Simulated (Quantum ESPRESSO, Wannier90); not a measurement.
**KTaO3 (cubic perovskite): Wannier90 run**

```
begin unit_cell_cart
ang
    3.9948800000    0.0000000000    0.0000000000
    0.0000000000    3.9948800000    0.0000000000
    0.0000000000    0.0000000000    3.9948800000
end unit_cell_cart
begin atoms_frac
K    0.5000000000  0.5000000000  0.5000000000
Ta   0.0000000000  0.0000000000  0.0000000000
O    0.0000000000  0.5000000000  0.0000000000
O    0.5000000000  0.0000000000  0.0000000000
O    0.0000000000  0.0000000000  0.5000000000
end atoms_frac
```

Materials Project entry mp-3614; symmetrised, unrelaxed at this level. COD (Crystallography Open Database) records the formula in this space group. Ideal cubic forms of this type are often high-temperature phases that distort on cooling; symmetry holds the cell here, and its stability was not tested. Computed values, not measurements, from PBEsol: Quantum ESPRESSO (norm-conserving PseudoDojo potentials, cutoff 68 Ry, spinors with spin-orbit coupling) on a Γ-centred 6×6×6 mesh, then Wannier90. Density: 8×8×8 mesh, cold smearing 0.01 Ry.

Bands 11-16 form an isolated set from -17.40 to -15.57 eV relative to the valence-band maximum (on the path) and are turned into 6 Wannier functions by minimising the spread from the start: atomic waves O 2s.

Question: Where do the functions sit, how wide are they and what are they made of?

Answer: 
| functions | spread (Å²) | nearest atom, distance (Å) | second atom, distance (Å) | weight on atomic waves |
|---|---|---|---|---|
| 6 | 0.74 | O 0.00 | Ta 2.00 | O 2s 82 %, Ta 5d 9 %, Ta 6s 4 % |

Ω_I = 4.42 Å², Ω_total = 4.42 Å²; the interpolated bands follow pw.x to 0.1 meV rms on the path. Only this start was tried; a symmetric start can stop on a saddle, and mixtures of these functions could lower the total by at most Ω_total − Ω_I.
